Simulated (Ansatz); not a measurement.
Relaxed-ion elastic tensor of WC in space group P-6m2 (No. 187; W on 1a, C on 1f) in GPa (Voigt order), PBEsol (plane waves, PAW; program Ansatz); density 15.81 g/cm³, 10.29 Å³ per atom.

```
     1    2    3    4    5    6
-  ---  ---  ---  ---  ---  ---
1  737  245  187  0.0  0.0  0.0
2  245  737  187  0.0  0.0  0.0
3  187  187  989  0.0  0.0  0.0
4  0.0  0.0  0.0  321  0.0  0.0
5  0.0  0.0  0.0  0.0  321  0.0
6  0.0  0.0  0.0  0.0  0.0  246
```

Is the crystal mechanically stable?

Yes: the smallest eigenvalue of C is 246 GPa.

Work out the Voigt, Reuss and Hill averages.

K_V = 411, K_R = 407, K_H = 409; G_V = 301, G_R = 293, G_H = 297 GPa.

Give Young's modulus, Poisson's ratio, Pugh's ratio and the universal anisotropy index.

E = 9KG/(3K + G) = 717 GPa; ν = 0.21; K/G = 1.38 (brittle by the Pugh limit of 1.75); A_U = 5G_V/G_R + K_V/K_R − 6 = 0.15.

Estimate the sound speeds and the Debye temperature.

v_l = √((K + 4G/3)/ρ) = 7140 m/s, v_t = √(G/ρ) = 4330 m/s, mean 4790 m/s; Θ = (h/k)(3n/4πV)^(1/3) v_m = 655 K.

How much does each axis shrink under pressure?

Linear compressibilities β_i = Σ_j S_ij (j = 1 to 3): x 0.89, y 0.89, z 0.67 per TPa.

The PBEsol relaxation kept the symmetry of its start; of distortions, only those at the zone centre were tested. No spin polarisation was allowed. As this level gives no gap, shear constants depend on the k-mesh and smearing (Fermi–Dirac, 0.1 eV here). Scalar-relativistic: spin–orbit coupling is off unless named, which matters more the heavier the elements.

Potentials: the earlier of the program's two PAW sets.
